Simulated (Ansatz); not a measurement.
## Two inputs for CO₂

This input was run with Ansatz:

```yaml
crystal:
  lattice:
    - [5.62, 0.0, 0.0]
    - [0.0, 5.62, 0.0]
    - [0.0, 0.0, 5.62]
  atoms:
    - { symbol: C, position: [0.0, 0.0, 0.0] }
    - { symbol: C, position: [0.5, 0.0, 0.5] }
    - { symbol: C, position: [0.5, 0.5, 0.0] }
    - { symbol: C, position: [0.0, 0.5, 0.5] }
    - { symbol: O, position: [0.1200345206, 0.1200345206, 0.1200345206] }
    - { symbol: O, position: [0.3799654794, 0.8799654794, 0.6200345206] }
    - { symbol: O, position: [0.6200345206, 0.3799654794, 0.8799654794] }
    - { symbol: O, position: [0.8799654794, 0.6200345206, 0.3799654794] }
    - { symbol: O, position: [0.8799654794, 0.8799654794, 0.8799654794] }
    - { symbol: O, position: [0.6200345206, 0.1200345206, 0.3799654794] }
    - { symbol: O, position: [0.3799654794, 0.6200345206, 0.1200345206] }
    - { symbol: O, position: [0.1200345206, 0.3799654794, 0.6200345206] }
kpoints:
  mp_grid: { grid: [4, 4, 4] }
scf:
  occupations: { method: fermi_dirac, width: 0.02 }
  mixing: { algorithm: anderson, beta: 0.3 }
  initial_density: { chi_scale: 0.0 }
  n_extra_bands: 32
hamiltonian:
  xc: pbe
  pseudopotentials: { kind: paw }
output:
  forces: true
  stress: true
  populations: true
  efg: { quadrupole_moments_barn: { O: -0.02558 }, contact_densities: true }
```

```sh
ansatz run input.yaml --threads 1 --pin off --max-ram 2560MiB --backend cpu --events-out ev --progress --plain --runs-dir out
```

It converged. Of its output the block on the nuclei alone is shown, without the SCF iterations, energies, forces and stress (one atom of each set):

```
--- PAW observables at the nuclei: V_zz in 10²¹ V/m², potentials from the cell's mean, atoms counted from 1 ---
  atom   1  C  V_zz =    -2.924394   η = 0.0000   by run symmetry: allowed
            electrostatic potential = -404.526241 V   contact ρ = 869.146067 e/Å³
  atom   5  O  V_zz =    +7.181757   η = 0.0000   by run symmetry: allowed   C_q = -4.4421 MHz
            electrostatic potential = -613.743536 V   contact ρ = 2159.343664 e/Å³
```

Question: Can these gradients be trusted, and how do they compare with a run on standard settings?

Answer: They agree with the standard run. Against the standard input the change is `scf.mixing.algorithm`: not typed → anderson; `scf.mixing.beta`: not typed → 0.3; `scf.initial_density.chi_scale`: not typed → 0.0; `scf.n_extra_bands`: not typed → 32. A site carries the number of its first atom; V_zz in 10²¹ V/m².

```
site  atom  V_zz standard  η standard  V_zz here  η here
   C     1          -2.92        0.00      -2.92    0.00
   O     5           7.18        0.00       7.18    0.00
```

All printed values agree.

On the reference run: The database entry as given showed forces above 3 eV/Å or a pressure above 30 GPa, though relaxing it moves no atom far.
